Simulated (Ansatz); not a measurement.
Input and command of a plane-wave DFT calculation in Ansatz:

```yaml
crystal:
  lattice:
    - [-4.2754192974, 4.2754192974, 4.2754192974]
    - [4.2754192974, -4.2754192974, 4.2754192974]
    - [4.2754192974, 4.2754192974, -4.2754192974]
  atoms:
    - { symbol: Si, position: [0.5, 0.0, 0.7834805947] }
    - { symbol: Si, position: [0.2834805947, 0.2834805947, 0.2834805947] }
    - { symbol: Si, position: [0.5, 0.0, 0.2165194053] }
    - { symbol: Si, position: [0.7165194053, 0.7165194053, 0.7165194053] }
    - { symbol: Si, position: [0.7834805947, 0.5, 0.0] }
    - { symbol: Si, position: [0.0, 0.2165194053, 0.5] }
    - { symbol: Si, position: [0.2165194053, 0.5, 0.0] }
    - { symbol: Si, position: [0.0, 0.7834805947, 0.5] }
    - { symbol: O, position: [0.6773977953, 0.9273977953, 0.75] }
    - { symbol: O, position: [0.75, 0.6773977953, 0.9273977953] }
    - { symbol: O, position: [0.8226022047, 0.5726022047, 0.25] }
    - { symbol: O, position: [0.75, 0.1773977953, 0.4273977953] }
    - { symbol: O, position: [0.0726022047, 0.25, 0.3226022047] }
    - { symbol: O, position: [0.5, 0.0, 0.0] }
    - { symbol: O, position: [0.25, 0.8226022047, 0.5726022047] }
    - { symbol: O, position: [0.4273977953, 0.75, 0.1773977953] }
    - { symbol: O, position: [0.3226022047, 0.0726022047, 0.25] }
    - { symbol: O, position: [0.1773977953, 0.4273977953, 0.75] }
    - { symbol: O, position: [0.9273977953, 0.75, 0.6773977953] }
    - { symbol: O, position: [0.5, 0.5, 0.5] }
    - { symbol: O, position: [0.25, 0.3226022047, 0.0726022047] }
    - { symbol: O, position: [0.0, 0.5, 0.0] }
    - { symbol: O, position: [0.0, 0.0, 0.5] }
    - { symbol: O, position: [0.5726022047, 0.25, 0.8226022047] }
basis:
  ecutwfc: 420
kpoints:
  mp_grid: { grid: [4, 4, 4] }
hamiltonian:
  xc: lda
scf:
  occupations: { method: gaussian, width: 0.02 }
output:
  forces: true
  stress: true
  eigenvalues: true
relax:
  adjacent_minimum: "off"
  f_tol: 0.01
  max_steps: 30
```

```bash
ansatz run input.yaml --threads 4 --pin off --max-ram 10240MiB --backend cpu --events-out ev --progress --plain --runs-dir out
```

Processor: Intel(R) Xeon(R) Processor @ 2.50GHz (Skylake/Cascade Lake), 4 threads, on a host shared with other jobs.

Question: How long does it run, and how much memory does it take?

Answer: About 37 s on 4 threads of Intel(R) Xeon(R) Processor @ 2.50GHz (Skylake/Cascade Lake) (shared host), peak memory 0.97 GiB. It solves 88 bands at 8 k points (the mesh reduced by symmetry) with about 6099 plane waves, in 22 SCF iterations over 4 ionic steps.
